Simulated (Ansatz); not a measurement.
Re:
```yaml
crystal:
  lattice:
    - [2.75113, 0.00000, 0.00000]
    - [-1.37557, 2.38255, 0.00000]
    - [0.00000, 0.00000, 8.87490]
  atoms:
    - { symbol: Re, position: [0.00000, 0.00000, 0.00000] }
    - { symbol: Re, position: [0.00000, 0.00000, 0.50000] }
    - { symbol: Re, position: [0.33333, 0.66667, 0.25000] }
    - { symbol: Re, position: [0.66667, 0.33333, 0.75000] }
```

Relaxed with PBEsol. Special points in fractions of this cell's reciprocal vectors: Γ (0.000, 0.000, 0.000); M (0.500, 0.000, 0.000); K (0.333, 0.333, 0.000); A (0.000, 0.000, 0.500); L (0.500, 0.000, 0.500); H (0.333, 0.333, 0.500).

Task: List the band energies nearest the Fermi level at these points for PBEsol (plane waves, PAW; program Ansatz).

Result: In eV from the Fermi level; about four levels below and three above (degenerate sets whole), none deeper than 8.9 eV; points with the same levels are listed once.

```
k                                below                above
-  -----------------------------------  -------------------
Γ              -1.27 -1.27 -1.14 -1.14       0.55 0.64 0.64
M              -2.82 -2.12 -2.09 -0.82       0.30 0.30 1.17
K        -2.25 -2.25 -2.22 -0.07 -0.07       1.67 1.67 3.04
A  -1.49 -1.49 -1.49 -1.49 -1.10 -1.10  1.19 1.19 1.19 1.19
L              -1.47 -1.47 -0.66 -0.66  0.30 0.30 2.76 2.76
H              -2.26 -2.26 -0.04 -0.04  1.09 1.09 3.27 3.27
```

Space group P6_3/mmc (dhcp (α-La type)). The workflow started from a Materials Project entry (that database holds measured and hypothetical structures alike). Its sites differ from those of the usual phase in this space group: another stacking or structure type. Symmetry was held in the PBEsol relaxation; whether a distortion lowers the energy is not shown. The run is not spin-polarised. Scalar-relativistic: spin–orbit coupling is off unless named, which matters more the heavier the elements.

Potentials: the later of the program's two PAW sets.
